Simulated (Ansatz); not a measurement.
Structures of NaTi₃: which is lowest?

Plane-wave DFT in Ansatz with scalar-relativistic PAW potentials, cutoff 420 eV, Γ-centred meshes chosen by cell and gap, Gaussian smearing with energies taken to zero width. Every cell was relaxed (cell and atoms) in a run of its own, within the symmetry of its start. Functional: PBE.

Relaxed structures (starts from databases or built by putting these elements on another compound's sites):
A. I4/mmm, 4 atoms in the computed cell, a = 4.202 Å, c = 8.557 Å; sites (symmetry × multiplicity) Na 4/mmm × 2, Ti -4m2 × 4 + 4/mmm × 2; start: built
B. Pm-3m, 4 atoms in the computed cell, a = 4.227 Å; sites (symmetry × multiplicity) Na m-3m × 1, Ti 4/mm.m × 3; start: built

**Question.** Rank them by energy. Could pressure change the order?

**Answer.**
| structure | group | E − E(lowest) (meV/atom) | V (Å³/atom) | gap on mesh (eV) |
| --- | --- | --- | --- | --- |
| A | I4/mmm | 0.0 | 18.89 | 0.00 |
| B | Pm-3m | 38 | 18.87 | 0.00 |

A is lowest, 38 meV/atom under B. The two lowest differ in volume by under 3 %, too little for a first-order estimate of what pressure does to that pair (other pairs aren't weighed here); with rigid cells even 3 % in favour of the higher one would need about 11 GPa. Other structures may lie lower than all of these, and vibrations aren't counted.